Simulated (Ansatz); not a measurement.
HfNF:
```xyz
12
Lattice="5.2110 0.0000 0.0000 0.0000 5.3809 0.0000 0.0000 0.0000 5.5087" Properties=species:S:1:pos:R:3 pbc="T T T"
Hf     3.5096     5.3340     4.1315
Hf     1.7014     0.0469     1.3772
Hf     1.7014     2.6435     4.1315
Hf     3.5096     2.7374     1.3772
F      5.0124     3.5783     4.1315
F      0.1986     1.8026     1.3772
F      0.1986     0.8879     4.1315
F      5.0124     4.4931     1.3772
N      2.4907     4.0357     0.0000
N      2.7202     1.3452     2.7543
N      2.7202     1.3452     0.0000
N      2.4907     4.0357     2.7543
```

Relaxed with PBE.

**Question.** Which orbitals make up the states near the band edges in plane-wave PAW PBE (Ansatz code)?

**Answer.** Top 1 eV of the valence band: N 2p 84 %, Hf 5d 9 %. Bottom 1 eV of the conduction band: Hf 5d 85 %, N 2p 6 %. Projections are on Löwdin-orthogonalised atomic valence shells; empty p or d shells of many metals are not among them.

**Question.** Tabulate the density of states.

**Answer.** States/eV per cell of 12 atoms, in 0.25 eV bins, energy from the valence-band maximum.

```tsv
E (eV)	total	Hf 5d	F 2p	N 2p
-7.85	0.00	0.00	0.00	0.00
-7.60	0.00	0.00	0.00	0.00
-7.35	0.00	0.00	0.00	0.00
-7.10	0.16	0.02	0.11	0.01
-6.85	3.70	0.32	2.89	0.18
-6.60	11.89	1.07	9.58	0.41
-6.35	13.49	1.71	10.78	0.42
-6.10	9.42	1.28	7.55	0.35
-5.85	10.85	1.42	8.62	0.57
-5.60	7.08	0.77	5.82	0.34
-5.35	6.86	0.62	5.77	0.32
-5.10	6.33	0.47	5.45	0.28
-4.85	7.95	0.53	6.73	0.52
-4.60	13.08	0.82	10.65	1.30
-4.35	6.84	0.43	5.20	1.02
-4.10	6.41	1.02	2.37	2.64
-3.85	6.21	1.27	0.99	3.53
-3.60	7.30	1.52	1.06	4.24
-3.35	7.43	1.69	0.89	4.41
-3.10	7.94	2.02	0.78	4.72
-2.85	10.12	2.72	0.95	6.07
-2.60	9.72	2.65	0.93	5.85
-2.35	8.03	2.13	0.61	4.98
-2.10	5.47	1.40	0.33	3.51
-1.85	3.94	0.95	0.19	2.61
-1.60	2.75	0.54	0.12	1.93
-1.35	2.87	0.43	0.10	2.15
-1.10	3.01	0.36	0.07	2.37
-0.85	3.68	0.36	0.06	3.01
-0.60	4.80	0.46	0.07	3.99
-0.35	3.58	0.29	0.04	3.08
-0.10	1.09	0.07	0.01	0.96
0.15	0.00	0.00	0.00	0.00
0.40	0.00	0.00	0.00	0.00
0.65	0.00	0.00	0.00	0.00
0.90	0.00	0.00	0.00	0.00
1.15	0.00	0.00	0.00	0.00
1.40	0.00	0.00	0.00	0.00
1.65	0.00	0.00	0.00	0.00
1.90	0.00	0.00	0.00	0.00
2.15	0.10	0.09	0.00	0.00
2.40	0.48	0.42	0.01	0.02
2.65	0.64	0.54	0.01	0.04
2.90	1.09	0.91	0.02	0.09
3.15	2.99	2.45	0.06	0.27
3.40	9.66	7.93	0.33	0.65
3.65	8.12	6.33	0.22	0.58
3.90	9.38	7.18	0.23	0.54
4.15	9.48	7.37	0.43	0.51
4.40	9.74	7.65	0.42	0.59
4.65	9.25	7.12	0.30	0.77
4.90	11.14	8.29	0.33	1.06
5.15	9.43	6.63	0.27	1.10
5.40	7.20	5.16	0.18	0.87
5.65	5.03	3.55	0.12	0.65
5.90	4.31	2.91	0.13	0.60
6.15	4.02	2.66	0.15	0.55
6.40	4.71	3.08	0.20	0.60
6.65	4.29	2.69	0.20	0.50
6.90	4.66	2.78	0.17	0.58
```

Space group Pbcm. The start of the workflow was typed in or built on a structure type; neither database checked (COD, Materials Project) lists it. Its standing as an ambient phase is unchecked. The cell was relaxed with PBE under the symmetry of its start; its stability against distortions is not shown here. No spin polarisation was allowed. Scalar-relativistic: spin–orbit coupling is off unless named, which matters more the heavier the elements.

Potentials: the earlier of the program's two PAW sets.
